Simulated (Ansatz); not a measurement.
**How far is PAW off for TiPd3?**

```xyz
4
Lattice="3.8200 -0.0382 -0.0382 -0.0382 3.8200 -0.0382 -0.0382 -0.0382 3.8200" Properties=species:S:1:pos:R:3 pbc="T T T"
Ti    0.0000    0.0000    0.0000
Pd   -0.0382    1.8909    1.8909
Pd    1.8909   -0.0382    1.8909
Pd    1.8909    1.8909   -0.0382
```

Atom numbers follow the list: Ti1, Pd2, Pd3, Pd4.

The conventional cell has a = 5.456 Å, b = 5.456 Å, c = 6.484 Å, α = 90.00°, β = 90.00°, γ = 120.00°. Ti (atom 1) has 12 Pd at 2.67 to 2.73 Å as nearest neighbours. Around Pd (atom 2) lie 4 Ti at 2.67 to 2.73 Å and 8 Pd at 2.67 to 2.73 Å.

The cell is COD entry 1522883, as deposited and not checked against the literature; nothing was relaxed. The listed cell was then made from it by scaling, straining or moving an atom.

Spin polarisation is left out, and whether a magnetic state lies lower isn't shown here.

All numbers are computed: DFT, LDA, PAW with Ansatz's default frozen-core files, scalar-relativistic (Ansatz 0.2.0); DFT, LDA, all-electron PAW with datasets made for the crystal, scalar-relativistic (Ansatz 0.2.0); DFT, LDA, all-electron LAPW, scalar-relativistic (Ansatz 0.2.0).

For PAW: a Γ-centred 11×11×11 k mesh, Fermi–Dirac smearing of 0.05 eV, cutoff 420 eV, no spin polarisation; the PAW files were made with PBE, and the program remakes their frozen cores for this functional. The crystal-made all-electron datasets (AE datasets) take a cutoff of 300 eV at this cell. LAPW targets a basis error of 1 meV/atom. The Ansatz runs share mesh, smearing and spin set-up. Plane-wave (PAW) pressures include the program's estimate of the Pulay term.

Stress and pressure are positive in compression.

The change that made this cell: equal xy, yz and zx engineering shear strains of -2 %.

No spin–orbit coupling: at heavy atoms the gradients can be off by tens of per cent for that reason.

In a metal, gradients converge slowly with the k mesh: the values move by tens of per cent from one mesh to another, at times in sign, so only the comparison on one mesh counts.

| quantity | PAW | AE datasets | LAPW |
| --- | --- | --- | --- |
| pressure (GPa) | 2.66 | 2.67 | 2.67 |
| stress yz (GPa) | 2.76 | 2.76 | 2.76 |
| stress xz (GPa) | 2.76 | 2.76 | 2.76 |
| stress xy (GPa) | 2.76 | 2.76 | 2.76 |
| largest principal field gradient Vzz at Pd2 (10²¹ V/m²) | -8.29 | -8.25 | – |

PAW's pressure differs from the LAPW value by about 0.01 GPa or less. Datasets made for the crystal and LAPW share parts of one code, so their agreement isn't an independent check.
